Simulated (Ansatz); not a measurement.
ZnS:
```yaml
crystal:
  lattice:
    - [0.00000, 2.64841, 2.64841]
    - [2.64841, 0.00000, 2.64841]
    - [2.64841, 2.64841, 0.00000]
  atoms:
    - { symbol: Zn, position: [0.00000, 0.00000, 0.00000] }
    - { symbol: S, position: [0.75000, 0.75000, 0.75000] }
```

Relaxed with LDA.

Task: Decompose the optical modes at the zone centre into irreducible representations, and say which are infrared and Raman allowed.

Result: Point group -43m: Γ_opt = T2. Infrared: T2. Raman: T2.

Task: Assign frequencies (DFPT, LDA in the plane-wave PAW code Ansatz; without the LO–TO term).

Result: T2 291 cm⁻¹.

Space group F-43m (zinc blende). Symmetry was held in the LDA relaxation; phonons on a q-mesh show no instability.

Potentials: the earlier of the program's two PAW sets.
